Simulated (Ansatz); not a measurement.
Here is the system:

FeS₂:
```
CELL_PARAMETERS angstrom
      4.36739     0.00000     0.00000
      0.00000     5.33321     0.00000
      0.00000     0.00000     3.34439
ATOMIC_POSITIONS crystal
  Fe 0.00000 0.00000 0.00000
  Fe 0.50000 0.50000 0.50000
  S  0.20715 0.37443 0.00000
  S  0.70715 0.12557 0.50000
  S  0.29285 0.87443 0.50000
  S  0.79285 0.62557 0.00000
```

This is the PBEsol-relaxed structure. Cartesian axes are those of the cell as given.

Question: All from PBEsol (plane waves, PAW; program Ansatz), unless another level is named. Give the band gap.

Answer: 0.90 eV (indirect).

Question: Predict the HSE06 gap on the PBEsol cell.

Answer: 2.07 eV.

Question: Give the hole effective mass.

Answer: 0.36, 1.5, 2.7 mₑ (principal values).

Question: What about the smallest direct gap on the standard path?

Answer: 1.27 eV.

Question: And the weight of the conduction-edge state by species (Voronoi cells)?

Answer: Fe 84 %, S 16 %.

Question: Predict the conduction-band minimum.

Answer: at T (k = 0.000, 0.500, 0.500).

Space group Pnnm. Symmetry was held in the PBEsol relaxation. The workflow began spin-polarised and lost its moments.

Potentials: the later of the program's two PAW sets.
